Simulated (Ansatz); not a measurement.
**Ansatz 0.2.0, settings compared: MgAl2C2**

The command:

```bash
ansatz run input.yaml --threads 1 --pin off --max-ram 2560MiB --backend cpu --events-out ev --progress --plain --runs-dir out
```

Input:

```yaml
crystal:
  lattice:
    - [3.408793, 0.0, 0.0]
    - [-1.704397, 2.952104, 0.0]
    - [0.0, 0.0, 5.871765]
  atoms:
    - { symbol: Al, position: [0.33333, 0.66667, 0.3773] }
    - { symbol: Al, position: [0.66667, 0.33333, 0.6227] }
    - { symbol: C, position: [0.33333, 0.66667, 0.7346] }
    - { symbol: C, position: [0.66667, 0.33333, 0.2654] }
    - { symbol: Mg, position: [0.0, 0.0, 0.0] }
  symmetry: { tolerance: 0.0003 }
kpoints:
  mp_grid: { grid: [6, 6, 3], shift: [0, 0, 0] }
magnetization:
  spin_polarized: false
scf:
  occupations: { method: methfessel_paxton, width: 0.0139 }
hamiltonian:
  pseudopotentials: { kind: paw }
  xc: pbesol
basis:
  ecutwfc: 420
output:
  forces: true
  stress: true
  eigenvalues: true
relax:
  max_steps: 40
  cell: {}
```

Origin of the cell: a database entry, scaled a little.

Output of this run (shortened):

```
SCF iter   1: F=—  HF=-3454.400157 eV  Δρ=7.03e-3  dr2=3.96e-2
SCF iter   2: F=—  HF=-3454.388884 eV  S|Δr|=    0.00e0  Δρ=1.21e-3  dr2=1.22e-3  defer=17
SCF iter   3: F=—  HF=-3454.388693 eV  S|Δr|=    0.00e0  Δρ=4.16e-4  dr2=1.75e-4  defer=17
SCF iter   4: F=—  HF=-3454.388671 eV  S|Δr|=    0.00e0  Δρ=2.08e-4  dr2=1.51e-5  defer=17
SCF iter   5: F=—  HF=-3454.388562 eV  S|Δr|=    0.00e0  Δρ=3.85e-5  dr2=3.56e-7  defer=17
SCF iter   6: F=-3454.388562 eV  HF=-3454.388562 eV  S|Δr|=    0.00e0  Δρ=5.04e-6  dr2=5.72e-9
relax step   1: F+E_penalty+E_count = -3454.388562 eV  Δ(F+E_penalty+E_count) = +0.000e0 eV  max|allowed force component| = 2.865e0 eV/Å  Δτ_max = 0.0000 Å  P = -3.431 GPa  Ω = 59.088 Å³  (6 […]
relax step   2: F+E_penalty+E_count = -3454.766815 eV  Δ(F+E_penalty+E_count) = -3.783e-1 eV  max|allowed force component| = 1.013e0 eV/Å  Δτ_max = 0.1082 Å  P = -1.239 GPa  Ω = 57.089 Å³  en […]
relax step   3: F+E_penalty+E_count = -3454.876503 eV  Δ(F+E_penalty+E_count) = -1.097e-1 eV  max|allowed force component| = 3.077e-1 eV/Å  Δτ_max = 0.0366 Å  P = +2.729 GPa  Ω = 56.161 Å³  e […]
relax step   4: F+E_penalty+E_count = -3454.891617 eV  Δ(F+E_penalty+E_count) = -1.511e-2 eV  max|allowed force component| = 6.636e-2 eV/Å  Δτ_max = 0.0159 Å  P = +0.396 GPa  Ω = 56.847 Å³  e […]
relax step   5: F+E_penalty+E_count = -3454.892355 eV  Δ(F+E_penalty+E_count) = -7.385e-4 eV  max|allowed force component| = 9.357e-3 eV/Å  Δτ_max = 0.0040 Å  P = -0.057 GPa  Ω = 57.010 Å³  e […]
relax step   6: F+E_penalty+E_count = -3454.892400 eV  Δ(F+E_penalty+E_count) = -4.425e-5 eV  max|allowed force component| = 1.454e-3 eV/Å  Δτ_max = 0.0007 Å  P = -0.007 GPa  Ω = 56.996 Å³  e […]
relax step   7: F+E_penalty+E_count = -3454.890283 eV  Δ(F+E_penalty+E_count) = +2.117e-3 eV  max|allowed force component| = 1.803e-3 eV/Å  Δτ_max = 0.0000 Å  P = -0.061 GPa  Ω = 56.996 Å³  stress off target by 6.87e-2 GPa […]
relax step   8: F+E_penalty+E_count = -3454.890325 eV  Δ(F+E_penalty+E_count) = -4.194e-5 eV  max|allowed force component| = 1.038e-3 eV/Å  Δτ_max = 0.0004 Å  P = +0.001 GPa  Ω = 56.968 Å³  e […]
relax step   9: F+E_penalty+E_count = -3454.890312 eV  Δ(F+E_penalty+E_count) = +1.300e-5 eV  max|allowed force component| = 1.054e-3 eV/Å  Δτ_max = 0.0000 Å  P = +0.000 GPa  Ω = 56.968 Å³  stress off target by 3.71e-3 GPa […]
SCF 9 converged in 5 iterations: F = -3454.890312 eV  dr2 = 5.81e-12
basis re-selected at this cell: Δ(F+E_penalty+E_count) = +1.300e-5 eV, ΔP = -0.000 GPa vs the last step (what re-selecting the basis moved, of the pressure what is left beyond the Pulay corre […]
SCF converged after 5 iterations
Stability not checked: this state was not tested for a lower state beside it, because cold or Methfessel-Paxton smearing, or corrected tetrahedra, fill the levels in a way that the test cannot read (fill_not_monotonic; […]
Free energy (F): -3454.890312 eV
Harris-Foulkes:  -3454.890312 eV  (|F-HF|=5.46e-12)
Internal energy: -3454.890312 eV  (E = F + TS)
E sigma→0 (E₀):  -3454.890312 eV
Fermi energy:    9.459795 eV
--- Per-component energies (eV) ---
  E_band       = -273.296269
  E_kinetic    = 306.096427
  E_local      = -1831.191557  (includes V_loc(G=0)·N_el)
  E_nonlocal   = 169.336934
  E_hartree    = 674.186312
  E_xc         = -206.534238
  E_vxc        = -218.940307  (∫ρ·V_xc dr)
  E_paw        = -1381.199286  (= ΣΔE_a)
  E_vpaw       = -46.970426  (= ΣTr[D̂ρ^β])
  E_aug_tail   = 0.000001  (compensation charges beyond the density's cutoff)
  E_ewald      = -1185.724245
  E_core_change = 0.139341  (= ΣΔE_core)
  E_smearing   = -0.000000  (= −TS)
  Σ components = -3454.890312   (vs F -3454.890312, Δ=0.00e0)
--- Forces (eV/Å), atoms counted from 1 ---
  atom   1  Al     0.000000    -0.000000    -0.001054
  atom   2  Al    -0.000000     0.000000     0.001054
  atom   3  C     -0.000000     0.000000    -0.000583
  atom   4  C      0.000000    -0.000000     0.000583
  atom   5  Mg     0.000000     0.000000     0.000000
  max |Σ_I F_I| component: 9.25e-18 eV/Å
--- Stress (GPa, compression-positive) ---
        0.002052      -0.000000      -0.000000
       -0.000000       0.002052       0.000000
       -0.000000       0.000000      -0.003707
  P = ⅓ Tr σ = 0.0001 GPa (0.001 kbar)
--- Relaxed structure (7 steps of the walk, 7 accepted, 2 SCFs on fresh bases) ---
  F+E_penalty+E_count = -3454.890312 eV   max|allowed force component| = 1.054e-3 eV/Å   (the final SCF, on the basis selected at the relaxed cell)
  cell:  # Å, volume = 56.9677 Å³
    - [3.375537, 2.858e-7, -1.674e-18]
    - [-1.687769, 2.923301, 3.349e-18]
    - [-2.884e-18, 4.996e-18, 5.773142]
  atoms:
    - { symbol: Al, position: [0.333333, 0.666667, 0.350065] }
    - { symbol: Al, position: [0.666667, 0.333333, 0.649935] }
    - { symbol: C, position: [0.333333, 0.666667, 0.730530] }
    - { symbol: C, position: [0.666667, 0.333333, 0.269470] }
    - { symbol: Mg, position: [0.0, 0.0, 2.954e-19] }
```

The same input was run again with these changes:

1. `hamiltonian.pseudopotentials` { kind: paw } → { kind: nc }
2. `basis.xc_grid` default → 4
3. `basis.xc_grid` default → 1; `scf.algorithm` default → density_mixing
4. `hamiltonian.dispersion` default → d3bjatm; `hamiltonian.xc` pbesol → r2scan; typed moments: none

```tsv
run	end	SCF iterations	volume (Å³/atom)	max force component (eV/Å)	moment (μB)	ΔE(σ→0) (meV/atom)
base	converged	46	11.39	0.001	–	0
1	converged	189	11.76	0.000	–	–
2	converged	46	11.39	0.001	–	0.00
3	converged	46	11.39	0.001	–	-0.01
4	converged	49	11.28	0.002	–	–
```

Energies are compared only where functional, datasets, charge and starting cell are the same.

Caveats of the base run: the database entry stands far from equilibrium and may be faulty; the relaxation held the start's symmetry, so the end may be a saddle point.

Run 1: the cutoff lies below the datasets' advice.
Run 4: the cutoff lies below the datasets' advice.

Time of the base run: 7 s on 1 thread of Intel(R) Xeon(R) 6975P-C (Granite Rapids) (shared host), peak memory 0.45 GiB, from the program's own first density.
